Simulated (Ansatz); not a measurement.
Cu₃Au (Cu3Au type, Pm-3m) under volume change, LDA (plane waves, PAW; program Ansatz), scaled uniformly.

| V (Å³/atom) | E − E(relaxed) (meV/atom) | P (GPa) |
|---|---|---|
| 11.260 | 72.6 | 23.00 |
| 11.631 | ? | ? |
| 12.002 | ? | ? |
| 12.373 | 0.0 | 0.00 |
| 12.745 | 6.3 | -5.23 |
| 13.116 | 23.5 | -9.55 |
| 13.487 | 49.9 | -13.12 |

Task: Some entries are withheld; supply them.

Result: 
- 11.631, E − E(relaxed) (meV/atom): 30.2
- 11.631, P (GPa): 13.89
- 12.002, E − E(relaxed) (meV/atom): 7.1
- 12.002, P (GPa): 6.30

Task: What does a third-order Birch–Murnaghan fit give for V₀, B₀ and B′?

Result: V₀ = 12.37 Å³/atom, B₀ = 191 GPa, B′ = 5.2.

The cell was relaxed with LDA under the symmetry of its start; of distortions, only those at the zone centre were tested. No spin polarisation was allowed. Spin–orbit coupling is left out wherever it is not named.

Potentials: the later of the program's two PAW sets.
